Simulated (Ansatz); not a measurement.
SrO (rock salt)

```
CELL_PARAMETERS angstrom
      0.00000     2.59750     2.59750
      2.59750     0.00000     2.59750
      2.59750     2.59750     0.00000
ATOMIC_POSITIONS crystal
  O  0.00000 0.00000 0.00000
  Sr 0.50000 0.50000 0.50000
```

In this cell atom 2 (Sr, nearest neighbour O at 2.598 Å; its periodic images, 3.7 Å or more away, move with it) is moved by s towards the nearest neighbour, unit vector (0.000, 1.000, 0.000); all other atoms and the cell stay fixed.

Calculation: PBE (plane waves to 420 eV, PAW, scalar-relativistic; Ansatz, a program for electronic structure). k mesh 9×9×9 (Γ-centred), Fermi-Dirac smearing 0.05 eV. F∥ is the force on the atom along that direction. SrO was relaxed with its symmetry unable to fall. 

```json
[
 {"s (Å)": "-0.520", "F∥ (eV/Å)": "3.093"},
 {"s (Å)": "-0.416", "F∥ (eV/Å)": "1.837"},
 {"s (Å)": "-0.312", "F∥ (eV/Å)": "?"},
 {"s (Å)": "-0.208", "F∥ (eV/Å)": "?"},
 {"s (Å)": "-0.104", "F∥ (eV/Å)": "0.203"},
 {"s (Å)": "0.000", "F∥ (eV/Å)": "0.000"},
 {"s (Å)": "0.104", "F∥ (eV/Å)": "-0.203"},
 {"s (Å)": "0.208", "F∥ (eV/Å)": "?"},
 {"s (Å)": "0.312", "F∥ (eV/Å)": "?"},
 {"s (Å)": "0.416", "F∥ (eV/Å)": "-1.837"},
 {"s (Å)": "0.520", "F∥ (eV/Å)": "-3.093"}
]
```

Problem. Complete the blanks.

Solution. 
- -0.312, F∥ (eV/Å): 1.018
- -0.208, F∥ (eV/Å): 0.509
- 0.208, F∥ (eV/Å): -0.509
- 0.312, F∥ (eV/Å): -1.018

(A displaced cell: forces are minus the slopes of the energy, force constants its curvatures, and phonons follow from these.)
